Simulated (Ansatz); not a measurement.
AlP:
```
CELL_PARAMETERS angstrom
      3.11911     0.00000     0.00000
      0.00000     3.11911     0.00000
      0.00000     0.00000     3.11911
ATOMIC_POSITIONS crystal
  Al 0.00000 0.00000 0.00000
  P  0.50000 0.50000 0.50000
```

Relaxed with PBE. Special points in fractions of this cell's reciprocal vectors: Γ (0.000, 0.000, 0.000); X (0.000, 0.500, 0.000); M (0.500, 0.500, 0.000); R (0.500, 0.500, 0.500).

Problem. List the band energies nearest the Fermi level at these points for DFT-PBE in the program Ansatz with PAW potentials.

Solution. In eV from the Fermi level; about four levels below and three above (degenerate sets whole), none deeper than 8.9 eV; … stands for higher levels left out; points with the same levels are listed once.

```json
[
 {"k": "Γ", "below": "-0.81 -0.81 -0.81", "above": "1.00 2.87 2.87"},
 {"k": "X", "below": "-8.78", "above": "0.87 0.87 4.08"},
 {"k": "M", "below": "-6.14 -6.14 -3.76", "above": "2.33 7.96 7.96"},
 {"k": "R", "below": "-3.83 -3.83 -3.83 -0.97 -0.97 -0.97", "above": "1.12 …"}
]
```

Space group Pm-3m (CsCl type). The start of the workflow was typed in or built on a structure type; neither database checked (COD, Materials Project) lists it. It is not the phase usual at ambient conditions (space group No. 216). Symmetry was held in the PBE relaxation; whether a distortion lowers the energy is not shown. The volume moved by 20 % from the start of the relaxation.

Potentials: the earlier of the program's two PAW sets.
